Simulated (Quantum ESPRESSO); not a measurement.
# Si3O3NF2: input and log of a self-consistent run

Computed values, not a measurement. The program is pw.x of Quantum ESPRESSO 7.5 (plane-wave density functional theory). The cell is made up: 9 atoms on a quartz lattice, with randomly drawn elements, strain and displacements, not relaxed. PseudoDojo standard norm-conserving files (v0.5 for PBE, v0.4.1 for LDA and PBEsol) set the functional; there is no spin polarisation, spin-orbit coupling or dispersion term, and the masses in the input are unused placeholders. A spin-polarised start on this cell or one of its family kept no moment above 0.05 Bohr magneton at the same smearing; a narrower smearing was not tried.

Input:

```
&control calculation='scf', pseudo_dir='./dojo.nc.sr.pbe.v0_5.standard.upf', outdir='./o', disk_io='low', tprnfor=.true., tstress=.true. /
&system ibrav=0, nat=9, ntyp=4, nbnd=35, ecutwfc=84.00895049, nosym=.true., tot_charge=0,
 occupations='smearing', smearing='fd', degauss=0.0073498644
/
&electrons conv_thr=7.350e-09, electron_maxstep=60, /
ATOMIC_SPECIES
F 1.0 F.upf
N 1.0 N.upf
O 1.0 O.upf
Si 1.0 Si.upf
CELL_PARAMETERS angstrom
4.9758 0.0 0.0
-2.4879 4.3091 0.0
0.0 0.0 5.4615
ATOMIC_POSITIONS angstrom
Si 2.2811 0.072 3.6326
Si -1.1311 2.042 1.7632
Si 1.3639 2.2791 -0.001
O 1.4423 1.1653 4.3532
N 3.2534 0.5324 2.5313
O 2.737 2.6358 0.6715
O 0.3837 1.8291 1.1509
F -1.1423 3.1048 3.1618
F 0.8021 3.7357 4.7715
K_POINTS automatic
7 7 6 1 1 1
```

The log is shortened where brackets say so; the opening notice, blank lines, dates and the lines on written files are dropped, and the path of the files is cut. It prints rydbergs, bohrs and kilobars, and counts compression as positive stress.

```
     Program PWSCF v.7.5
     Parallel version (MPI & OpenMP), running on       4 processor cores
     Number of MPI processes:                 4
     Threads/MPI process:                     1
     [start-up lines left out]
     bravais-lattice index     =            0
     lattice parameter (alat)  =       9.4029  a.u.
     unit-cell volume          =     790.2382 (a.u.)^3
     number of atoms/cell      =            9
     number of atomic types    =            4
     number of electrons       =        49.00
     number of Kohn-Sham states=           35
     kinetic-energy cutoff     =      84.0090  Ry
     charge density cutoff     =     336.0358  Ry
     scf convergence threshold =      7.3E-09
     mixing beta               =       0.7000
     number of iterations used =            8  plain     mixing
     Exchange-correlation= PBE
                           (   1   4   3   4   0   0   0)
     [axes and pseudopotential details left out]
   Cartesian axes
     site n.     atom                  positions (alat units)
         1        Si     tau(   1) = (   0.4584388   0.0144700   0.7300535  )
         2        Si     tau(   2) = (  -0.2273202   0.4103863   0.3543551  )
         3        Si     tau(   3) = (   0.2741067   0.4580369  -0.0002010  )
         4        O      tau(   4) = (   0.2898629   0.2341935   0.8748744  )
         5        N      tau(   5) = (   0.6538446   0.1069979   0.5087222  )
         6        O      tau(   6) = (   0.5500623   0.5297239   0.1349532  )
         7        O      tau(   7) = (   0.0771132   0.3675992   0.2312995  )
         8        F      tau(   8) = (  -0.2295711   0.6239801   0.6354355  )
         9        F      tau(   9) = (   0.1612002   0.7507737   0.9589413  )
     number of k points=   147  Fermi-Dirac smearing, width (Ry)=  0.0073
     Number of k-points >= 100: set verbosity='high' to print them.
     Dense  grid:    82285 G-vectors     FFT dimensions: (  60,  60,  64)
     Estimated max dynamical RAM per process >     314.13 MB
     Estimated total dynamical RAM >       1.17 GB
     Initial potential from superposition of free atoms
     starting charge      48.9981, renormalised to      49.0000
     Starting wfcs are   36 randomized atomic wfcs
     total cpu time spent up to now is        4.2 secs
     per-process dynamical memory:   274.9 Mb
     Self-consistent Calculation
     iteration #  1     ecut=    84.01 Ry     beta= 0.70
     Davidson diagonalization with overlap
     ethr =  1.00E-02,  avg # of iterations =  4.3
     total cpu time spent up to now is       15.2 secs
     total energy              =    -243.17593210 Ry
     estimated scf accuracy    <       2.52094606 Ry
     iteration #  2     ecut=    84.01 Ry     beta= 0.70
     Davidson diagonalization with overlap
     ethr =  5.14E-03,  avg # of iterations =  2.1
     total cpu time spent up to now is       24.4 secs
     total energy              =    -243.74165555 Ry
     estimated scf accuracy    <       2.53303903 Ry
     iteration #  3     ecut=    84.01 Ry     beta= 0.70
     Davidson diagonalization with overlap
     ethr =  5.14E-03,  avg # of iterations =  2.0
     total cpu time spent up to now is       32.1 secs
     total energy              =    -244.25043304 Ry
     estimated scf accuracy    <       0.09911425 Ry
     iteration #  4     ecut=    84.01 Ry     beta= 0.70
     Davidson diagonalization with overlap
     ethr =  2.02E-04,  avg # of iterations =  5.8
     total cpu time spent up to now is       42.3 secs
     total energy              =    -244.27245918 Ry
     estimated scf accuracy    <       0.00805429 Ry
     iteration #  5     ecut=    84.01 Ry     beta= 0.70
     Davidson diagonalization with overlap
     ethr =  1.64E-05,  avg # of iterations =  8.4
     total cpu time spent up to now is       54.6 secs
     total energy              =    -244.27332781 Ry
     estimated scf accuracy    <       0.00295284 Ry
     iteration #  6     ecut=    84.01 Ry     beta= 0.70
     Davidson diagonalization with overlap
     ethr =  6.03E-06,  avg # of iterations =  2.8
     total cpu time spent up to now is       63.1 secs
     total energy              =    -244.27392193 Ry
     estimated scf accuracy    <       0.00027857 Ry
     iteration #  7     ecut=    84.01 Ry     beta= 0.70
     Davidson diagonalization with overlap
     ethr =  5.69E-07,  avg # of iterations =  2.8
     total cpu time spent up to now is       71.8 secs
     total energy              =    -244.27397355 Ry
     estimated scf accuracy    <       0.00003625 Ry
     iteration #  8     ecut=    84.01 Ry     beta= 0.70
     Davidson diagonalization with overlap
     ethr =  7.40E-08,  avg # of iterations =  2.0
     total cpu time spent up to now is       79.9 secs
     total energy              =    -244.27398134 Ry
     estimated scf accuracy    <       0.00000418 Ry
     iteration #  9     ecut=    84.01 Ry     beta= 0.70
     Davidson diagonalization with overlap
     ethr =  8.52E-09,  avg # of iterations =  2.0
     total cpu time spent up to now is       88.0 secs
     total energy              =    -244.27398222 Ry
     estimated scf accuracy    <       0.00000039 Ry
     iteration # 10     ecut=    84.01 Ry     beta= 0.70
     Davidson diagonalization with overlap
     ethr =  7.90E-10,  avg # of iterations =  2.6
     total cpu time spent up to now is       96.5 secs
     total energy              =    -244.27398228 Ry
     estimated scf accuracy    <       0.00000008 Ry
     iteration # 11     ecut=    84.01 Ry     beta= 0.70
     Davidson diagonalization with overlap
     ethr =  1.69E-10,  avg # of iterations =  2.0
     total cpu time spent up to now is      104.3 secs
     End of self-consistent calculation
     Number of k-points >= 100: set verbosity='high' to print the bands.
     the Fermi energy is     8.5948 ev
!    total energy              =    -244.27398229 Ry
     estimated scf accuracy    <          7.2E-09 Ry
     smearing contrib. (-TS)   =      -0.00372513 Ry
     internal energy E=F+TS    =    -244.27025716 Ry
     The total energy is F=E-TS. E is the sum of the following terms:
     one-electron contribution =    -122.38391963 Ry
     hartree contribution      =      87.10905247 Ry
     xc contribution           =     -63.60143002 Ry
     ewald contribution        =    -145.39395998 Ry
     convergence has been achieved in  11 iterations
     Forces acting on atoms (cartesian axes, Ry/au):
     atom    1 type  4   force =    -0.00549561    0.03647375   -0.04792455
     atom    2 type  4   force =    -0.06423945   -0.18099517    0.00722398
     atom    3 type  4   force =     0.00444275   -0.01709641    0.03384850
     atom    4 type  3   force =    -0.07773734    0.02741052    0.01493248
     atom    5 type  2   force =     0.13011521    0.13481699   -0.17649381
     atom    6 type  3   force =     0.08636813    0.02958695    0.01487367
     atom    7 type  3   force =    -0.06738605   -0.00729893    0.03334450
     atom    8 type  1   force =    -0.05254381   -0.01221480    0.04019360
     atom    9 type  1   force =     0.04647616   -0.01068290    0.08000163
     Total force =     0.377873     Total SCF correction =     0.000146
     Computing stress (Cartesian axis) and pressure
          total   stress  (Ry/bohr**3)                   (kbar)     P=      169.72
   0.00113513  -0.00015507  -0.00005701          166.98      -22.81       -8.39
  -0.00015507   0.00089599   0.00044304          -22.81      131.80       65.17
  -0.00005701   0.00044304   0.00143006           -8.39       65.17      210.37
     init_run     :      4.01s CPU      4.17s WALL (       1 calls)
     electrons    :     99.70s CPU    100.06s WALL (       1 calls)
     forces       :      1.59s CPU      1.59s WALL (       1 calls)
     stress       :      5.47s CPU      5.50s WALL (       1 calls)
     [timing details left out]
     PWSCF        :   1m50.86s CPU   1m51.44s WALL
     JOB DONE.
```

In other units: free energy -3323.517 eV for the cell, pressure 16.97 GPa, largest force component 4.654 eV/Å. A rerun of a related cell, with the same atoms placed differently, at a cutoff of 1437 eV and k mesh 9 x 9 x 8 moved values by no more than 0.003 eV in energy, 0.02 GPa in stress and 0.002 eV/Å in force.